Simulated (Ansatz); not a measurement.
TiPd₃:
```
TiPd3
1.0
    3.89288     0.00000     0.00000
    0.00000     3.89288     0.00000
    0.00000     0.00000     3.89288
Ti Pd
1 3
Direct
  0.00000   0.00000   0.00000
  0.00000   0.50000   0.50000
  0.50000   0.00000   0.50000
  0.50000   0.50000   0.00000
```

Relaxed with r²SCAN.

Question: Give the Bader charges and basin volumes of the independent atoms, the program Ansatz at the r²SCAN level (PAW).

Answer: 

```json
[
 {"atom": "Ti1", "Bader charge (e)": "+1.58", "Bader volume (Å³)": "9.6"},
 {"atom": "Pd2", "Bader charge (e)": "-0.53", "Bader volume (Å³)": "16.5"}
]
```

Space group Pm-3m (Cu3Au type). The workflow started from an entry of the Crystallography Open Database (COD). Whether it is the stable phase at ambient conditions was not checked. The cell was relaxed with r²SCAN under the symmetry of its start; its stability against distortions is not shown here. No spin polarisation was allowed.

Potentials: the later of the program's two PAW sets.
